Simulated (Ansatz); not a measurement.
Question: CdSe in space group P6_3mc (No. 186; Pearson symbol hP12) is relaxed with DFT-PBEsol in the program Ansatz with PAW potentials. What lattice parameters of the conventional cell result?

Answer: a = 4.301 Å, c = 21.067 Å.

Question: Is it a metal or does it have a gap at this level?

Answer: A gap of 0.50 eV, direct.

The cell is a constructed one: a structure type filled with these elements. Its sites differ from those of the usual phase in this space group: another stacking or structure type. The PBEsol relaxation kept the symmetry of its start; its stability against distortions is not shown here. Spin–orbit coupling is left out wherever it is not named.

Potentials: the later of the program's two PAW sets.
